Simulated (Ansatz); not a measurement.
CsBH4 in space group F-43m (No. 216; Cs on 4a, B on 4b, H on 16e), DFT-PBEsol in the program Ansatz with PAW potentials. The conduction-band minimum lies at X, with 3 equivalent valleys. Second derivatives d²E/dk² of the lowest band at one valley (eV·Å²), along Cartesian directions:

```json
[
 {"direction": "[100]", "d²E/dk²": "2.874"},
 {"direction": "[010]", "d²E/dk²": "15.65"},
 {"direction": "[001]", "d²E/dk²": "15.65"},
 {"direction": "[110]", "d²E/dk²": "9.260"},
 {"direction": "[101]", "d²E/dk²": "9.260"},
 {"direction": "[011]", "d²E/dk²": "15.65"}
]
```

Problem. Find the principal effective masses, the density-of-states mass and the conductivity mass.

Solution. Off-diagonal terms follow from H_xy = H[110] − (H_xx + H_yy)/2, and m*/mₑ = 7.620 eV·Å² over each eigenvalue: 0.49, 0.49, 2.7. One valley's DOS mass (m₁m₂m₃)^(1/3) = 0.86, conductivity mass 3/(Σ 1/mᵢ) = 0.67 mₑ.

Problem. What effective density of states Nc follows at 300 K for parabolic valleys?

Solution. Nc = 2.509e19 × 3 × (0.86)^(3/2) ≈ 6.0e19 cm⁻³.

The workflow started from a Materials Project entry (that database holds measured and hypothetical structures alike); the Crystallography Open Database copy checked does not list it. Its standing as an ambient phase is unchecked. The cell was relaxed with PBEsol under the symmetry of its start; its stability against distortions is not shown here. Scalar-relativistic: spin–orbit coupling is off unless named, which matters more the heavier the elements.

Potentials: the later of the program's two PAW sets.

Edges and masses are those of Kohn–Sham bands, whose gap is no quasiparticle gap.
